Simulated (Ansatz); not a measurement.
## CdSe with Na replacing Cd: do the settings matter for the field gradients?

This input was run with Ansatz:

```yaml
crystal:
  lattice:
    - [12.9, 0.0, 0.0]
    - [-4.3, 7.4478184726, 0.0]
    - [0.0, 0.0, 14.04]
  atoms:
    - { symbol: Na, position: [0.1111111111, 0.3333333334, 0.0] }
    - { symbol: Cd, position: [0.1111111111, 0.3333333334, 0.5] }
    - { symbol: Cd, position: [0.1111111111, 0.8333333334, 0.0] }
    - { symbol: Cd, position: [0.1111111111, 0.8333333334, 0.5] }
    - { symbol: Cd, position: [0.4444444444, 0.3333333334, 0.0] }
    - { symbol: Cd, position: [0.4444444444, 0.3333333334, 0.5] }
    - { symbol: Cd, position: [0.4444444444, 0.8333333334, 0.0] }
    - { symbol: Cd, position: [0.4444444444, 0.8333333334, 0.5] }
    - { symbol: Cd, position: [0.7777777778, 0.3333333334, 0.0] }
    - { symbol: Cd, position: [0.7777777778, 0.3333333334, 0.5] }
    - { symbol: Cd, position: [0.7777777778, 0.8333333334, 0.0] }
    - { symbol: Cd, position: [0.7777777778, 0.8333333334, 0.5] }
    - { symbol: Cd, position: [0.2222222222, 0.1666666666, 0.25] }
    - { symbol: Cd, position: [0.2222222222, 0.1666666666, 0.75] }
    - { symbol: Cd, position: [0.2222222222, 0.6666666666, 0.25] }
    - { symbol: Cd, position: [0.2222222222, 0.6666666666, 0.75] }
    - { symbol: Cd, position: [0.5555555556, 0.1666666666, 0.25] }
    - { symbol: Cd, position: [0.5555555556, 0.1666666666, 0.75] }
    - { symbol: Cd, position: [0.5555555556, 0.6666666666, 0.25] }
    - { symbol: Cd, position: [0.5555555556, 0.6666666666, 0.75] }
    - { symbol: Cd, position: [0.8888888889, 0.1666666666, 0.25] }
    - { symbol: Cd, position: [0.8888888889, 0.1666666666, 0.75] }
    - { symbol: Cd, position: [0.8888888889, 0.6666666666, 0.25] }
    - { symbol: Cd, position: [0.8888888889, 0.6666666666, 0.75] }
    - { symbol: Se, position: [0.1111111111, 0.3333333334, 0.1925] }
    - { symbol: Se, position: [0.1111111111, 0.3333333334, 0.6925] }
    - { symbol: Se, position: [0.1111111111, 0.8333333334, 0.1925] }
    - { symbol: Se, position: [0.1111111111, 0.8333333334, 0.6925] }
    - { symbol: Se, position: [0.4444444444, 0.3333333334, 0.1925] }
    - { symbol: Se, position: [0.4444444444, 0.3333333334, 0.6925] }
    - { symbol: Se, position: [0.4444444444, 0.8333333334, 0.1925] }
    - { symbol: Se, position: [0.4444444444, 0.8333333334, 0.6925] }
    - { symbol: Se, position: [0.7777777778, 0.3333333334, 0.1925] }
    - { symbol: Se, position: [0.7777777778, 0.3333333334, 0.6925] }
    - { symbol: Se, position: [0.7777777778, 0.8333333334, 0.1925] }
    - { symbol: Se, position: [0.7777777778, 0.8333333334, 0.6925] }
    - { symbol: Se, position: [0.2222222222, 0.1666666666, 0.4425] }
    - { symbol: Se, position: [0.2222222222, 0.1666666666, 0.9425] }
    - { symbol: Se, position: [0.2222222222, 0.6666666666, 0.4425] }
    - { symbol: Se, position: [0.2222222222, 0.6666666666, 0.9425] }
    - { symbol: Se, position: [0.5555555556, 0.1666666666, 0.4425] }
    - { symbol: Se, position: [0.5555555556, 0.1666666666, 0.9425] }
    - { symbol: Se, position: [0.5555555556, 0.6666666666, 0.4425] }
    - { symbol: Se, position: [0.5555555556, 0.6666666666, 0.9425] }
    - { symbol: Se, position: [0.8888888889, 0.1666666666, 0.4425] }
    - { symbol: Se, position: [0.8888888889, 0.1666666666, 0.9425] }
    - { symbol: Se, position: [0.8888888889, 0.6666666666, 0.4425] }
    - { symbol: Se, position: [0.8888888889, 0.6666666666, 0.9425] }
total_charge: -1
kpoints:
  mp_grid: { grid: [1, 1, 1] }
scf:
  occupations: { method: fermi_dirac, width: 0.01 }
  initial_density: { chi_scale: 0.0 }
  eigensolver: { kind: davidson }
hamiltonian:
  xc: pbe
  pseudopotentials: { kind: paw }
output:
  forces: true
  stress: true
  populations: true
  efg: { quadrupole_moments_barn: { Na: 0.104 }, contact_densities: true }
```

```sh
ansatz run input.yaml --threads 4 --pin off --max-ram 10240MiB --backend cpu --events-out ev --progress --plain --runs-dir out
```

It converged. Of its output the block on the nuclei alone is shown, without the SCF iterations, energies, forces and stress (one atom of each set, the first 14 sets):

```
--- PAW observables at the nuclei: V_zz in 10²¹ V/m², potentials from the cell's mean, atoms counted from 1 ---
  atom   1  Na V_zz =    +0.586864   η = 0.8617   by run symmetry: allowed   C_q = +1.4758 MHz
            electrostatic potential = -981.033666 V   contact ρ = 5905.592202 e/Å³
  atom   2  Cd V_zz =    +4.051095   η = 0.9670   by run symmetry: allowed
            electrostatic potential = -7703.918171 V   contact ρ = 1035905.224317 e/Å³
  atom   3  Cd V_zz =    +5.882661   η = 0.8389   by run symmetry: allowed
            electrostatic potential = -7704.322195 V   contact ρ = 1035906.289225 e/Å³
  atom   4  Cd V_zz =    +4.043286   η = 0.9697   by run symmetry: allowed
            electrostatic potential = -7703.919907 V   contact ρ = 1035905.983890 e/Å³
  atom   5  Cd V_zz =    +5.644674   η = 0.3211   by run symmetry: allowed
            electrostatic potential = -7704.186736 V   contact ρ = 1035907.114364 e/Å³
  atom   6  Cd V_zz =    +4.255331   η = 0.8150   by run symmetry: allowed
            electrostatic potential = -7703.883665 V   contact ρ = 1035905.804682 e/Å³
  atom   7  Cd V_zz =    +5.739726   η = 0.3258   by run symmetry: allowed
            electrostatic potential = -7704.158959 V   contact ρ = 1035906.109134 e/Å³
  atom   8  Cd V_zz =    +4.270504   η = 0.8160   by run symmetry: allowed
            electrostatic potential = -7703.880938 V   contact ρ = 1035905.734972 e/Å³
  atom   9  Cd V_zz =    +5.674182   η = 0.9368   by run symmetry: allowed
            electrostatic potential = -7704.177894 V   contact ρ = 1035906.559043 e/Å³
  atom  10  Cd V_zz =    +4.255431   η = 0.9597   by run symmetry: allowed
            electrostatic potential = -7703.882988 V   contact ρ = 1035905.812688 e/Å³
  atom  11  Cd V_zz =    +5.644901   η = 0.9727   by run symmetry: allowed
            electrostatic potential = -7704.149084 V   contact ρ = 1035905.990081 e/Å³
  atom  12  Cd V_zz =    +4.287209   η = 0.9442   by run symmetry: allowed
            electrostatic potential = -7703.879841 V   contact ρ = 1035905.761986 e/Å³
  atom  13  Cd V_zz =    -5.485963   η = 0.9108   by run symmetry: allowed
            electrostatic potential = -7704.064218 V   contact ρ = 1035905.535461 e/Å³
  atom  14  Cd V_zz =    -3.394633   η = 0.5838   by run symmetry: allowed
            electrostatic potential = -7704.088437 V   contact ρ = 1035905.392864 e/Å³
```

(1) Can these gradients be trusted, and how do they compare with a run on standard settings?

Answers

(1) Not as converged values. Against the standard input the change is `scf.initial_density.chi_scale`: not typed → 0.0; `scf.eigensolver.kind`: not typed → davidson; `kpoints.mp_grid.grid`: [2, 3, 2] → [1, 1, 1]. A site carries the number of its first atom; V_zz in 10²¹ V/m².

```tsv
site	atom	V_zz standard	η standard	V_zz here	η here
Na	1	0.43	0.04	0.59	0.86
Cd2	2	2.43	0.03	4.05	0.97
Cd3	3	4.79	0.26	5.88	0.84
Cd18	18	2.54	0.01	4.15	0.94
Cd22	22	1.23	0.49	3.27	0.91
Se25	25	-17.24	0.03	10.61	0.98
Se27	27	-2.63	0.65	-7.24	0.30
Se29	29	-2.29	0.48	-5.98	0.19
Se31	31	-2.26	0.48	-5.97	0.22
Se33	33	-2.22	0.37	-6.53	0.11
Se35	35	-2.17	0.37	-6.45	0.11
Se38	38	-18.37	0.05	-21.3	0.15
Se39	39	-2.93	0.21	-6.36	0.27
Se40	40	-18.37	0.07	-20.1	0.25
Se42	42	-1.52	0.37	-7.43	0.53
Se45	45	-2.82	0.22	-5.96	0.14
Se46	46	-17.49	0.03	-14.02	0.90
Se48	48	-0.55	0.87	-7.67	0.53
```

The largest change of V_zz along a kept axis is on Se46, from -17.49 to -14.02. The whole tensor moves most on Se25, by 8.48 along its most changed direction. In per cent, |V_zz| changes by +23 to +166 on Cd, -20 to +16 on Se (all sites that start above 0.5, bar those whose gradient vanishes or changes sign or whose main axis turns by over 40°). Where |V_zz| stays above 0.1 and the axes keep their order, η moves most on Cd2, from 0.03 to 0.97. On Cd22, Cd5, Cd7, Cd21, Cd23, Cd8, Cd6, Cd24 (not all in the table) V_xx and V_yy change places (or their axes turn by over 50°), so the two values of η hide a larger change. On Se25, Se39, Se45, Se27, Se29, Se31, Se33, Se35 and 17 more sites (not all in the table) the largest principal value lies along another axis in the second run, so the two V_zz can't be compared directly. The table leaves out 30 of the 48 sites, with |V_zz| up to 7.14; their tensors move by 7.53 at most along any direction. The statements above cover all sites. SCF iterations: 9 and 11. In the changed run the k-mesh is coarser than the standard one, so its values aren't converged ones.

On the reference run: The defect repeats with the cell of 48 atoms, so it feels its images: sites between two images don't show the values beside a lone defect, and zeros or small values of η there can come from the images' arrangement. Cd and Se carry a gradient in the pure host already, so the values there aren't the defect's effect alone. A uniform background compensates the cell's charge. Without spin–orbit coupling (the program notes it for Cd) the gradients can shift somewhat, as the gap is small. With a gap of 0.6 eV on this mesh, small gradients can still move by 0.1 × 10²¹ V/m² or more as the k-mesh gets denser. The neighbours have not yet relaxed around the defect (largest force 0.67 eV/Å), so a real crystal will differ.
